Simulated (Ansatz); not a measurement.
Consider the following.

TiTe₂:
```yaml
crystal:
  lattice:
    - [6.72344, 0.00000, 0.00000]
    - [0.00000, 6.72344, 0.00000]
    - [0.00000, 0.00000, 3.80445]
  atoms:
    - { symbol: Ti, position: [0.00000, 0.00000, 0.00000] }
    - { symbol: Ti, position: [0.50000, 0.50000, 0.50000] }
    - { symbol: Te, position: [0.29788, 0.29788, 0.00000] }
    - { symbol: Te, position: [0.79788, 0.20212, 0.50000] }
    - { symbol: Te, position: [0.20212, 0.79788, 0.50000] }
    - { symbol: Te, position: [0.70212, 0.70212, 0.00000] }
```

This is the r²SCAN-relaxed structure.

Task: All from r²SCAN in the plane-wave PAW code Ansatz, unless another level is named. Predict the electronic character.

Result: metallic (no gap).

Task: Predict the density of states at the Fermi level.

Result: 0.17 states/eV per atom (mean over ±0.08 eV).

Task: What about the formation energy from the elements (no fitted shifts)?

Result: -0.69 eV/atom.

Space group P4_2/mnm (rutile). The cell is a constructed one: a structure type filled with these elements; neither database checked (COD, Materials Project) lists it. COD files the formula under space group No. 164. Whether it is the stable phase at ambient conditions was not checked. The r²SCAN relaxation kept the symmetry of its start; whether a distortion lowers the energy is not shown. The run is not spin-polarised. The references are the lowest solids computed at this level, not always the standard phases. Spin–orbit coupling is left out wherever it is not named.

Potentials: the later of the program's two PAW sets.
